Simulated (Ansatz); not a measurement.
(001) slab cut from the bulk of Tl, 15 Å of vacuum:

```yaml
crystal:
  lattice:
    - [3.61243, 0.00000, 0.00000]
    - [-1.80621, 3.12846, 0.00000]
    - [0.00000, 0.00000, 26.13054]
  atoms:
    - { symbol: Tl, position: [0.33333, 0.66667, 0.28702] }
    - { symbol: Tl, position: [0.66667, 0.33333, 0.39351] }
    - { symbol: Tl, position: [0.33333, 0.66667, 0.50000] }
    - { symbol: Tl, position: [0.66667, 0.33333, 0.60649] }
    - { symbol: Tl, position: [0.33333, 0.66667, 0.71298] }
```

Computed with DFT PBE, scalar-relativistic, plane waves, PAW in Ansatz. Settings: cutoff 420 eV, Γ-centred mesh 12×12×1 on the computed 5-atom cell, Gaussian smearing of 0.10 eV; no spin polarisation. A dipole correction removes the field between periodic images along c.

This base run converges in 7 iterations with a largest force of 0.069 eV/Å and a work function of 3.51 eV on the top face.

Settings are then changed, some of them on purpose to poor values; changes count from the base run, and γ keeps the base's bulk energy.

Task: What happens with no dipole correction, vacuum of 8 Å?

Result: It converges in 7 iterations; ΔE at zero smearing (meV/atom) -0.2, Δγ (J/m²) -0.001, largest force (eV/Å) 0.067.

Task: What happens with functional LDA?

Result: It converges in 7 iterations; Δφ top (eV) +0.34, largest force (eV/Å) 0.314.

Task: What happens with field of 0.1 V/Å along c?

Result: It converges in 9 iterations; ΔE at zero smearing (meV/atom) -0.9, largest force (eV/Å) 0.071.

Task: What happens with cutoff 360 eV?

Result: It converges in 7 iterations; ΔE at zero smearing (meV/atom) +1.2, Δφ top (eV) 0.00, largest force (eV/Å) 0.069.

Task: What happens with k mesh 1×1×1?

Result: It converges in 16 iterations; ΔE at zero smearing (meV/atom) -3238.2, Δγ (J/m²) -11.477, Δφ top (eV) +1.62, largest force (eV/Å) 3.149.

Settings at which electrons spill into the vacuum are left out.

Spin-orbit coupling is left out, which matters for the bands of heavy elements.
